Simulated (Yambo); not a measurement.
Yambo run on Cs2LiAlF6 (space group P-3m1, No. 164). The wavefunctions are PBEsol (pw.x of Quantum ESPRESSO, ONCV potentials, no spin-orbit coupling) ones on a 3×3×2 mesh (33 occupied bands); a = 6.2979 Å, b = 6.2979 Å, c = 5.1033 Å, α = 90.00°, β = 90.00°, γ = 120.00°.

Yambo input:

```
rim_cut
gw0
dyson
el_el_corr
HF_and_locXC
cohsex
em1s
RandQpts= 1000000
RandGvec= 1 Ry
EXXRLvcs= 84 Ry
VXCRLvcs= 336 Ry
Chimod= "HARTREE"
% BndsRnXs
 2 | 191 |
%
NGsBlkXs= 6 Ry
% LongDrXs
 1.0 | 1.0 | 1.0 |
%
ExtendOut
% QPkrange
 1 | 1 | 33 | 34 |
%
```

k points by index: 1 = Γ.

The o-*.qp file then holds:

```
#    K-point    Band    Eo [eV]    E [eV]    E-Eo [eV]    Vxc [eV]    Vnlxc [eV]    Sc|Eo [eV]    Re(Z)    Im(Z)
#
    1    33    0.000000    -4.159511    -4.159511    -22.50666    -30.47789    3.811721    1.000000    0.000000
    1    34    6.760497    7.318725    0.558228    -8.504444    -4.310157    -3.636059    1.000000    0.000000
```
(The two width columns are left out.) Convergence of these settings isn't established.

Geometry of the Materials Project entry, not relaxed at this level.

The structure is a Materials Project entry; no match was found in the copy of COD used, and its stability was not checked.
